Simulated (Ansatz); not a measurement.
Relaxed GaN (zinc blende):

```
CELL_PARAMETERS angstrom
      0.00000     4.54879     4.54879
      2.27440     2.27440     4.54879
      2.27440     2.27440     0.00000
ATOMIC_POSITIONS crystal
  N  0.00000 0.75000 0.75000
  N  0.50000 0.75000 0.75000
  Ga 0.00000 0.00000 0.00000
  Ga 0.50000 0.00000 0.00000
```

A phonon eigenvector at X = (0.5, 0.5, 0.0) is frozen into this cell: atom i moves by Q times the vector below, so Q is the largest atomic displacement, in Å. The cell is held. It is one choice among 2 degenerate patterns. (q is in reciprocal vectors of the primitive cell; the cell shown is doubled to hold the pattern.)

```csv
atom,x,y,z
N1,-0.570,0.000,0.000
N2,0.570,0.000,0.000
Ga3,0.000,-1.000,0.000
Ga4,0.000,1.000,0.000
```

All values below come from PBE (plane waves to 420 eV, PAW, scalar-relativistic; Ansatz, an electronic-structure program). k mesh 12×12×12 (Γ-centred), Fermi-Dirac smearing 0.05 eV. E stands for the smeared free energy. GaN was relaxed with its symmetry unable to fall. The PAW data are Ansatz's earlier set. ΔE is measured from the undisplaced structure.

```csv
Q (Å),ΔE (meV/cell)
-0.1000,92.9
-0.0833,64.6
-0.0667,41.4
-0.0500,23.3
-0.0333,withheld
-0.0167,2.6
0.0000,0.0
0.0167,2.6
0.0333,withheld
0.0500,23.3
0.0667,41.4
0.0833,64.6
0.1000,92.9
```

Question: Fit an even polynomial form (powers 2, 4) to the given rows and predict ΔE at Q = 0.0333.

Answer: Least squares on the 11 given rows: ΔE = (9331)·Q² + (-3984)·Q⁴, in meV/cell with Q in Å; root-mean-square residual 0.02 meV/cell. At 0.0333 the fit gives 10.3 meV/cell; the calculation gives 10.4 meV/cell, so the interpolation is off by -0.1 (-1.0 %). The quadratic term alone would give 10.3 meV/cell.

(For displaced atoms, the force is minus the slope of the energy, and its curvature is a force constant, which sets phonon frequencies.)
